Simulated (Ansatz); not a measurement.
SiC:
```
CELL_PARAMETERS angstrom
      3.07264     0.00000     0.00000
     -1.53632     2.66098     0.00000
      0.00000     0.00000     7.03936
ATOMIC_POSITIONS crystal
  Si 0.50000 0.00000 0.50000
  Si 0.00000 0.50000 0.16667
  Si 0.50000 0.50000 0.83333
  C  0.50000 0.00000 0.00000
  C  0.00000 0.50000 0.66667
  C  0.50000 0.50000 0.33333
```

Relaxed with r²SCAN. Special points in fractions of this cell's reciprocal vectors: Γ (0.000, 0.000, 0.000); M (0.500, 0.000, 0.000); K (0.333, 0.333, 0.000); A (0.000, 0.000, 0.500); L (0.500, 0.000, 0.500); H (0.333, 0.333, 0.500).

**Question.** List the band energies nearest the valence-band maximum at these points for r²SCAN in the plane-wave PAW code Ansatz.

**Answer.** In eV from the valence-band maximum; about four levels below and three above (degenerate sets whole), none deeper than 8.9 eV; points with the same levels are listed once.

```csv
k,below,above
Γ,-0.32 -0.32 -0.19 0.00,3.84 3.84 4.73
M,-3.73 -3.03 -2.52 -2.23,1.18 2.02 3.12
K,-5.84 -5.84 -3.48 -2.42 -2.42,3.06 3.65 3.65
A,-1.03 -0.33 -0.16 -0.16,3.41 5.09 5.09
L,-3.56 -2.86 -2.56 -2.10,2.27 3.11 3.86
H,-5.09 -5.09 -3.54 -2.48,3.24 6.00 6.00
```

Space group P6_222. The start of the workflow was typed in or built on a structure type; neither database checked (COD, Materials Project) lists it. It is not the phase usual at ambient conditions (space group No. 186, 216). Symmetry was held in the r²SCAN relaxation; its stability against distortions is not shown here. Its formation energy is positive at this level, so the cell may be metastable or incomplete.

Potentials: the later of the program's two PAW sets.
